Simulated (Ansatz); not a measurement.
Calculated with Ansatz: Cu2AgSnSe4, relaxation

Run with:

```bash
ansatz run input.yaml --threads 2 --pin off --max-ram 2560MiB --backend cpu --events-out ev --progress --plain --runs-dir out
```

The input file (Ansatz 0.2.0, plane waves):

```yaml
crystal:
  lattice:
    - [0.0, 5.794287, 0.0]
    - [5.794287, 0.0, 0.0]
    - [2.897143, 2.897143, -5.675146]
  atoms:
    - { symbol: Sn, position: [0.5, 0.5, 0.0] }
    - { symbol: Se, position: [0.3973, 0.3973, 0.7236] }
    - { symbol: Se, position: [0.6027, 0.1209, 0.2764] }
    - { symbol: Se, position: [0.8791, 0.8791, 0.7236] }
    - { symbol: Se, position: [0.1209, 0.6027, 0.2764] }
    - { symbol: Cu, position: [0.75, 0.25, 0.5] }
    - { symbol: Cu, position: [0.25, 0.75, 0.5] }
    - { symbol: Ag, position: [0.0, 0.0, 0.0] }
  symmetry: { tolerance: 0.0003 }
kpoints:
  mp_grid: { grid: [6, 6, 6], shift: [0, 0, 0] }
magnetization:
  spin_polarized: false
scf:
  occupations: { method: fermi_dirac, width: 0.0494 }
  lower_state_search: "off"
hamiltonian:
  pseudopotentials: { kind: paw }
  xc: pbe
basis:
  ecutwfc: 420
  fft_grid_basis: typed
relax:
  max_steps: 40
  f_tol: 0.03
output:
  forces: true
  stress: true
  eigenvalues: true
  bader: true
  populations: true
  elf: true
  write_potential: true
  volumetric_format: npy
  dos:
    e_range: [-12, 8]
    de: 0.05
    projected: { site_lists: { Ag: [Ag], Cu: [Cu], Se: [Se], Sn: [Sn] } }
checkpoint:
  read: saved_state
```

Origin of the cell: a known structure type with other elements, at an estimated volume, so it need not be a known compound.

The saved state is a converged single point of the same cell.

Steps:

| step | ΔF (meV/atom) | max force component (eV/Å) | SCF iterations | step was |
| --- | --- | --- | --- | --- |
| 1 | 0.0 | 0.488 | 7 | accepted |
| 2 | -13.9 | 0.089 | 6 | accepted |
| 3 | -14.4 | 0.007 | 8 | accepted |

Step 1, with forces in eV/Å:

```xyz
8
Lattice="0.000 5.794 0.000 5.794 0.000 0.000 2.897 2.897 -5.675" Properties=species:S:1:pos:R:3:forces:R:3 pbc="T T T" step=1
Sn    2.897    2.897    0.000    0.000    0.000    0.000
Se    4.398    4.398   -4.107   -0.488   -0.488    0.330
Se    1.501    4.293   -1.569   -0.488    0.488   -0.330
Se    7.190    7.190   -4.107    0.488    0.488    0.330
Se    4.293    1.501   -1.569    0.488   -0.488   -0.330
Cu    2.897    5.794   -2.838    0.000    0.000    0.000
Cu    5.794    2.897   -2.838    0.000    0.000    0.000
Ag    0.000    0.000    0.000    0.000    0.000    0.000
```

Step 2, with forces in eV/Å:

```xyz
8
Lattice="0.000 5.794 0.000 5.794 0.000 0.000 2.897 2.897 -5.675" Properties=species:S:1:pos:R:3:forces:R:3 pbc="T T T" step=2
Sn    2.897    2.897    0.000    0.000    0.000    0.000
Se    4.334    4.334   -4.085    0.089    0.089    0.013
Se    1.437    4.358   -1.590    0.089   -0.089   -0.013
Se    7.255    7.255   -4.085   -0.089   -0.089    0.013
Se    4.358    1.437   -1.590   -0.089    0.089   -0.013
Cu    2.897    5.794   -2.838    0.000    0.000    0.000
Cu    5.794    2.897   -2.838    0.000    0.000    0.000
Ag    0.000    0.000    0.000    0.000    0.000    0.000
```

Step 3, with forces in eV/Å:

```xyz
8
Lattice="0.000 5.794 0.000 5.794 0.000 0.000 2.897 2.897 -5.675" Properties=species:S:1:pos:R:3:forces:R:3 pbc="T T T" step=3
Sn    2.897    2.897    0.000    0.000    0.000    0.000
Se    4.344    4.344   -4.084    0.004    0.004    0.007
Se    1.447    4.347   -1.591    0.004   -0.004   -0.007
Se    7.244    7.244   -4.084   -0.004   -0.004    0.007
Se    4.347    1.447   -1.591   -0.004    0.004   -0.007
Cu    2.897    5.794   -2.838    0.000    0.000    0.000
Cu    5.794    2.897   -2.838    0.000    0.000    0.000
Ag    0.000    0.000    0.000    0.000    0.000    0.000
```

```yaml
Free_energy_lowered_by: 14.4 meV/atom
Final_pressure: 2.05 GPa
Relaxation_steps_listed: 3
```

Caveats: no moments, though an odd count or open d shells may carry them; the SCF threshold is looser than advised for a stress; the relaxation held the start's symmetry, so the end may be a saddle point.

It ran for 3.6 min on 2 threads of Arm Neoverse N1, on a shared host, peak memory 0.76 GiB, from a saved density.
